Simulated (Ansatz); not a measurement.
B2CO:
```
CELL_PARAMETERS angstrom
      2.64821     0.00000     0.00000
      0.00000     2.64821     0.00000
      0.00000     0.00000     3.66091
ATOMIC_POSITIONS crystal
  B  0.00000 0.50000 0.22794
  B  0.50000 0.00000 0.77206
  C  0.00000 0.00000 0.00000
  O  0.50000 0.50000 0.50000
```

x, y and z are the axes in which the lattice vectors are written.

Give the proper piezoelectric stress tensor with relaxed ions from DFT-r²SCAN in the program Ansatz with PAW potentials.

In C/m², rows x, y, z, Voigt columns; mesh uncertainty up to 0.01.
```
 0.00   0.00   0.00   0.00  -5.51   0.00
 0.00   0.00   0.00   5.51   0.00   0.00
-1.60   1.60   0.00   0.00   0.00   0.00
```

The elastic tensor of the same run (GPa):

```
 728  46.7   139   0.0   0.0   0.0
46.7   728   139   0.0   0.0   0.0
 139   139   588   0.0   0.0   0.0
 0.0   0.0   0.0  90.1   0.0   0.0
 0.0   0.0   0.0   0.0  90.1   0.0
 0.0   0.0   0.0   0.0   0.0   262
```

Convert to strain constants d = e·S.

In pC/N:
```
  0.0    0.0    0.0    0.0  -61.1    0.0
  0.0    0.0    0.0   61.1    0.0    0.0
 -2.3    2.3    0.0    0.0    0.0    0.0
```

Space group P-4m2. The start of the workflow was typed in or built on a structure type; neither database checked (COD, Materials Project) lists it. Whether it is the stable phase at ambient conditions was not checked. The cell was relaxed with r²SCAN under the symmetry of its start; whether a distortion lowers the energy is not shown.

Potentials: the earlier of the program's two PAW sets.
